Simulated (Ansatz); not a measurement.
LaPb₃, DFT, PBEsol, PAW with Ansatz's default frozen-core files, scalar-relativistic (Ansatz 0.2.0), run on 1 thread of Arm Neoverse V2 on a shared host.

The cell is COD entry 1538830, as deposited and not checked against the literature; nothing was relaxed. The listed cell was then made from it by scaling, straining or moving an atom.

Command: `ansatz run input.yaml --threads 1 --pin off --max-ram 4096MiB --backend cpu --events-out ev --progress --plain --runs-dir out`

```yaml
crystal:
  lattice:
    - [5.00412, 0.0, 0.0]
    - [0.0, 5.00412, 0.0]
    - [0.0, 0.0, 4.906]
  atoms:
    - { symbol: La, position: [0.0, 0.0, 0.0] }
    - { symbol: Pb, position: [0.0, 0.5, 0.5] }
    - { symbol: Pb, position: [0.5, 0.0, 0.5] }
    - { symbol: Pb, position: [0.5, 0.5, 0.0] }
kpoints:
  mp_grid: { grid: [7, 7, 7] }
scf:
  occupations: { method: fermi_dirac, width: 0.05 }
hamiltonian:
  xc: pbesol
  pseudopotentials: { kind: paw }
output:
  forces: true
  stress: true
  eigenvalues: true
  efg: { contact_densities: true }
  write_density: true
  write_potential: true
  elf: true
  volumetric_format: npy
```

**Question.** How large is the problem that the program sets up?

**Answer.** 40 irreducible k-points, 2429 plane waves at Γ, 32 bands.

**Question.** Estimate the wall time and the peak memory.

**Answer.** 14 s of wall time for 7 SCF iterations, with a peak of 0.54 GiB. Times on shared machines scatter by tens of per cent.

**Question.** And the same cell and mesh by all-electron PAW (datasets made for this crystal), asked for forces, stress, eigenvalues, efg, on the same hardware?

**Answer.** 24 s, peak memory 0.7 GiB.
